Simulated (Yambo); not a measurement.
A G0W0@LDA run in Yambo for K2LiScF6 (space group Fm-3m, No. 225) (2×2×2 Γ-centred k mesh, bands 2 to 216 and a 7 Ry block in the screening, 216 bands in G with the Bruneval-Gonze terminator, plasmon pole fitted at 27.2 eV) gives these matrix elements, in eV, at the band edges (Γ → Γ):

| state | E0 | <Vxc> | <Σx> | <Σc(E0)> | Z |
|---|---|---|---|---|---|
| valence edge | 0.000 | -22.439 | -30.219 | 4.957 | 0.804 |
| conduction edge | 6.749 | -18.465 | -10.265 | -4.515 | 0.831 |

Q: Solve the linearised quasiparticle equation for both states, give the gap, and say how exchange and correlation each act on it.

A: E = E0 + Z(Σx + Σc − Vxc). Valence: 0.000 + 0.804 × (-30.219 + (4.957) − (-22.439)) = -2.27 eV. Conduction: 6.749 + 0.831 × (-10.265 + (-4.515) − (-18.465)) = 9.81 eV. The gap is 12.08 eV, against 6.75 eV in LDA. Replacing Vxc by bare exchange alone would open it by 15.98 eV; correlation takes back 9.47 eV of that, and Z scales what is left. Nearest settings tried, and what they do to the gap: 170 bands in W, 170 bands in G: +38 meV; 6 Ry block (283 vectors against 331): +36 meV; 1×1×1 mesh: -109 meV. So the settings aren't converged at that level. The k mesh is coarse. 

Geometry of the Materials Project entry, not relaxed at this level; primitive cell a = b = c = 5.862 Å, α = β = γ = 60.00°.

The structure is a Materials Project entry; no match was found in the copy of COD used, and its stability was not checked.
